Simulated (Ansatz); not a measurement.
Before relaxation, H over the place (0/6, 0/6) of the surface cell, counted from the highest slab atom, its height relaxed (TiAl, P4/mmm (No. 123), (1 0 1) face):

```
CELL_PARAMETERS angstrom
2.79516 0.00000 0.00000
0.00000 4.91165 0.00000
0.00000 0.00000 25.89519
ATOMIC_POSITIONS crystal
Ti 0.00000 0.32386 0.32825
Al 0.50000 0.82386 0.32825
Ti 0.00000 0.64772 0.41700
Al 0.50000 0.14772 0.41700
Ti 0.00000 0.97146 0.50527
Al 0.50000 0.47129 0.50610
Ti 0.00000 0.28469 0.59162
Al 0.50000 0.78279 0.59675
H 0.50000 0.78279 0.65545
```

All numbers below come from DFT PBEsol, scalar-relativistic, plane waves, PAW in Ansatz 0.2.0. Settings: cutoff 420 eV, Γ-centred mesh 10×6×1 on the computed 9-atom cell, Gaussian smearing of 0.10 eV; no spin polarisation. A dipole correction removes the field between periodic images along c.

Atoms 1, 2, 3, 4, 5, 6, 7, 8 (counted from 1) are held. Atom 9 may move along c only. The cell is fixed. Force threshold 0.02 eV/Å.

| step | E − E_final (eV) | largest force (eV/Å) |
| --- | --- | --- |
| 1 | 0.087 | 1.570 |
| 2 | 0.012 | 0.515 |
| 3 | 0.000 | 0.033 |
| 4 | 0.000 | 0.000 |

Q: What is the final structure?

A:
```
CELL_PARAMETERS angstrom
2.79516 0.00000 0.00000
0.00000 4.91165 0.00000
0.00000 0.00000 25.89519
ATOMIC_POSITIONS crystal
Ti 0.00000 0.32386 0.32825
Al 0.50000 0.82386 0.32825
Ti 0.00000 0.64772 0.41700
Al 0.50000 0.14772 0.41700
Ti 0.00000 0.97146 0.50527
Al 0.50000 0.47129 0.50610
Ti 0.00000 0.28469 0.59162
Al 0.50000 0.78279 0.59675
H 0.50000 0.78279 0.66011
```

The end is the local minimum or symmetric point that this start leads to.

Cost: 1 run of about 1.1 core-minutes, on Intel Xeon 6975P-C (Granite Rapids) (shared hosts).